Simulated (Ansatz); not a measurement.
Here is the system:

Cu3N:
```
Cu3N
1.0
    0.00000     2.73928     2.73928
    2.73928     0.00000     2.73928
    2.73928     2.73928     0.00000
N Cu
1 3
Direct
  0.00000   0.00000   0.00000
  0.50000   0.50000   0.50000
  0.25000   0.25000   0.25000
  0.75000   0.75000   0.75000
```

This is the PBEsol-relaxed structure.

Task: All from the program Ansatz at the PBEsol level (PAW), unless another level is named. Estimate the electronic character.

Result: metallic (no gap).

Task: Predict the density of states at the Fermi level.

Result: 0.69 states/eV per atom (mean over ±0.08 eV).

Task: And the formation energy from the elements (no fitted shifts)?

Result: 0.93 eV/atom.

Space group Fm-3m. A made-up cell: these elements were put on the sites of a structure type; neither database checked (COD, Materials Project) lists it. COD files the formula under space group No. 221. Its standing as an ambient phase is unchecked. The PBEsol relaxation kept the symmetry of its start. At this level the phase is dynamically unstable (imaginary phonons). No spin polarisation was allowed. The references are the lowest solids computed at this level, not always the standard phases (solids in place of the gases).

Potentials: the earlier of the program's two PAW sets. The files were generated under PBE; for other functionals the program regenerates the frozen cores, and for LDA and PBEsol the local potential too.
